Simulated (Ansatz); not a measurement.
# Cu: computed property card

Cu:
```yaml
crystal:
  lattice:
    - [-1.42085, 1.42085, 1.42085]
    - [1.42085, -1.42085, 1.42085]
    - [1.42085, 1.42085, -1.42085]
  atoms:
    - { symbol: Cu, position: [0.00000, 0.00000, 0.00000] }
```

Space group Im-3m (No. 229), bcc (W type); conventional cell a = 2.8417 Å, b = 2.8417 Å, c = 2.8417 Å, α = 90.00°, β = 90.00°, γ = 90.00°.

Method: plane-wave PAW r²SCAN (Ansatz code). The cell and atoms are relaxed at this level. Other levels are named where they apply.

Cell and energy:

- Volume per atom = 11.47 Å³
- Density = 9.20 g/cm³

Electronic structure:

- Electronic character: metallic (no gap)
- Density of states at the Fermi level: 0.30 states/eV per atom (mean over ±0.08 eV)

Mechanics:

Bulk modulus (Birch–Murnaghan fit): 160 GPa
Pressure derivative B′: 5.1
Elastic constants (relaxed ions, GPa): C11 = 156, C12 = 164, C44 = 111
Mechanical stability: unstable (C has a negative eigenvalue)

The start of the workflow was typed in or built on a structure type; neither database checked (COD, Materials Project) lists it. It is not the phase usual at ambient conditions (space group No. 225). The r²SCAN relaxation kept the symmetry of its start. No spin polarisation was allowed. As this level gives no gap, shear constants depend on the k-mesh and smearing (Fermi–Dirac, 0.1 eV here).

Potentials: the later of the program's two PAW sets.
